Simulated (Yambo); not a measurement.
# Convergence of the G0W0 gap of MgTiF6

G0W0@PBEsol for MgTiF₆ (space group R-3, No. 148) in Yambo. Reference settings: 2×2×2 Γ-centred k mesh, bands 3 to 163 and a 7 Ry block in the screening, 163 bands in G with the Bruneval-Gonze terminator, plasmon pole fitted at 27.2 eV. The PBEsol gap Γ → F on this mesh is 4.88 eV; G0W0 gaps are taken between the same points.

```
change from the reference       G0W0 gap Γ → F (eV)  shift of the valence edge (eV)        rough Yambo cost
------------------------------  -------------------  ------------------------------  ----------------------
reference settings                             9.59                           -2.03                       1
71 bands in W, 71 bands in G                   9.69                           -1.97  within a factor of two
109 bands in W, 109 bands in G                 9.62                           -2.00  within a factor of two
71 bands in G                                  9.56                           -2.03                       –
109 bands in G                                 9.58                           -2.03                       –
83 bands in W                                  9.67                           -1.98  within a factor of two
3 Ry block                                    10.48                           -2.52  within a factor of two
1 Ry block                                    12.28                           -3.54  within a factor of two
6 Ry block                                     9.67                           -2.06  within a factor of two
pole fitted at 10 eV                           9.40                           -1.89                       –
no random integration                          9.41                           -1.69                       –
71 bands in G, no terminator                   9.83                           -1.55                       –
no terminator                                  9.76                           -1.85                       –
109 bands in G, no terminator                  9.81                           -1.73                       –
```

The reference isn't shown to be the converged limit. Costs are rough (shared machines), scaled to the same edge states, and given only for runs that recompute the screening.

Geometry of the Materials Project entry, not relaxed at this level; primitive cell a = b = c = 5.369 Å, α = β = γ = 58.13°.

The structure is a Materials Project entry; no match was found in the copy of COD used, and its stability was not checked.

A shift is the quasiparticle energy of the state minus its PBEsol energy.
